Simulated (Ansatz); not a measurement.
LaB2Ir3:
Space group P6/mmm (No. 191); a = b = 5.5734 Å, c = 3.0955 Å, α = β = 90.00°, γ = 120.00°

| atom | site | symmetry | x | y | z |
|---|---|---|---|---|---|
| La | 1a | 6/mmm | 0.0000 | 0.0000 | 0.0000 |
| Ir | 3g | mmm | 0.5000 | 0.5000 | 0.5000 |
| B | 2c | -6m2 | 0.3333 | 0.6667 | 0.0000 |

Relaxed at zero pressure with the program Ansatz at the r²SCAN level (PAW).

Task: The volume is raised by 9 % and shape and atoms relax at that volume. What pressure results, and how do the axes share the change?

Result: -17.2 GPa; a 2.0 %, b 2.0 %, c 4.7 %; the energy rises by 73 meV/atom.

Task: Give the new structure.

Result: 
Space group P6/mmm (No. 191); a = 5.686 Å, b = 5.686 Å, c = 3.242 Å, α = 90.00°, β = 90.00°, γ = 120.00°

```csv
atom,site,symmetry,x,y,z
La,1a,6/mmm,0.0000,0.0000,0.0000
Ir,3g,mmm,0.5000,0.5000,0.5000
B,2c,-6m2,0.3333,0.6667,0.0000
```

The phase is kept; no other phase was compared at this pressure.

The workflow started from an entry of the Crystallography Open Database (COD). Whether it is the stable phase at ambient conditions was not checked. The r²SCAN relaxation kept the symmetry of its start; whether a distortion lowers the energy is not shown. The run is not spin-polarised. Scalar-relativistic: spin–orbit coupling is off unless named, which matters more the heavier the elements.

Potentials: the later of the program's two PAW sets.
